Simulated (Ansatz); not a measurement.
Sc3Si5 in space group P-62c (No. 190; Sc on 6g, Si on 6h, Si on 2b, Si on 2d) under volume change, the program Ansatz at the r²SCAN level (PAW), shape and atoms relaxed at each volume.

| V (Å³/atom) | E − E(relaxed) (meV/atom) | P (GPa) |
|---|---|---|
| 15.510 | … | … |
| 16.021 | 21.0 | 6.96 |
| 16.532 | … | … |
| 17.044 | 0.0 | 0.01 |
| 17.555 | 4.4 | -2.70 |
| 18.066 | 16.9 | -5.02 |
| 18.577 | 36.1 | -7.01 |

Task: What belongs in the gaps?

Result: 
- 15.510, E − E(relaxed) (meV/atom): 50.1
- 15.510, P (GPa): 11.37
- 16.532, E − E(relaxed) (meV/atom): 5.0
- 16.532, P (GPa): 3.20

Task: What does a third-order Birch–Murnaghan fit give for V₀, B₀ and B′?

Result: V₀ = 17.05 Å³/atom, B₀ = 98.1 GPa, B′ = 4.3.

The start of the workflow was typed in or built on a structure type; neither database checked (COD, Materials Project) lists it. Its standing as an ambient phase is unchecked. The cell was relaxed with r²SCAN under the symmetry of its start; whether a distortion lowers the energy is not shown. No spin polarisation was allowed.

Potentials: the earlier of the program's two PAW sets.
